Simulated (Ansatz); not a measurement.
**Se on an O site in SrTiO3, calculated**

Computed with the plane-wave PAW code Ansatz (scalar-relativistic, PAW set soft_2): PBEsol, no spin polarisation, 420 eV cutoff, k-mesh 3×3×3.

The relaxed host crystal (Kohn–Sham gap 1.85 eV):

```yaml
crystal:
  lattice:
    - [3.89114, 0.00000, 0.00000]
    - [0.00000, 3.89114, 0.00000]
    - [0.00000, 0.00000, 3.89114]
  atoms:
    - { symbol: Sr, position: [0.00000, 0.00000, 0.00000] }
    - { symbol: Ti, position: [0.50000, 0.50000, 0.50000] }
    - { symbol: O, position: [0.50000, 0.00000, 0.50000] }
    - { symbol: O, position: [0.50000, 0.50000, 0.00000] }
    - { symbol: O, position: [0.00000, 0.50000, 0.50000] }
```

Supercell of 35 atoms, rows of the matrix [[-1,1,-1],[2,1,0],[0,-2,-1]] times the cell vectors; Se on an O site at (0.500, 0.000, 0.500) in fractions of the cell above. Atoms are relaxed at the host's cell.

How does the lattice relax around the defect, and where do the electrons go?

Distances from the Se atom (Å), by shell of the perfect crystal:

```
shell  perfect crystal    relaxed, charge 0
 2 Ti             1.95                 2.30
  4 O             2.75  2.96 (2.88 to 2.99)
 4 Sr             2.75  2.89 (2.87 to 2.91)
  4 O             2.75  2.94 (2.88 to 2.97)
```

```csv
charge,gap of the cell on the mesh (eV),carriers
0,1.47,none in the bands
```

On this mesh the host's own supercell has a gap of 1.91 eV.

Formation energy of the neutral defect: 6.12 eV, taking atoms from and to the elements' standard states (no corrections for gases), so it belongs to those chemical potentials alone.

Caveats: semilocal functionals make gaps too small, which shifts levels too; small supercell, so energies and levels can be off by tenths of an eV; the atoms kept the symmetry of the start, so a distorted state could lie lower.
